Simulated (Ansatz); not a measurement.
**Question.** Name crystals whose computed values (the program Ansatz at the LDA level (PAW)) fall in these windows: highest Γ mode, no LO–TO term (cm⁻¹) 390 to 490; Θ_D (K) 480 to 620.

**Answer.** 

```csv
crystal,"highest Γ mode, no LO–TO term (cm⁻¹)",Θ_D (K)
"SiMo, P-6m2 (Si on 1a, Mo on 1d)",419,534
"Al2Ru, Fddd (Al on 16f, Ru on 8b)",475,588
"TaSi2, P6_422 (Ta on 3c, Si on 6i)",413,555
"AlP, zinc blende",440,542
"AlP, wurtzite",439,532
```
Others may fit too.

Not the usual ambient phase: AlP, wurtzite. Standing as an ambient phase not checked: SiMo, P-6m2 (Si on 1a, Mo on 1d); Al2Ru, Fddd (Al on 16f, Ru on 8b); TaSi2, P6_422 (Ta on 3c, Si on 6i). All cells were relaxed under the symmetry of their starts (and spin orders); stability against distortions was not tested throughout. Rows with no word on spin ran without spin polarisation. Scalar-relativistic: spin–orbit coupling is off unless named, which matters more the heavier the elements.

Potentials: the later of the program's two PAW sets.
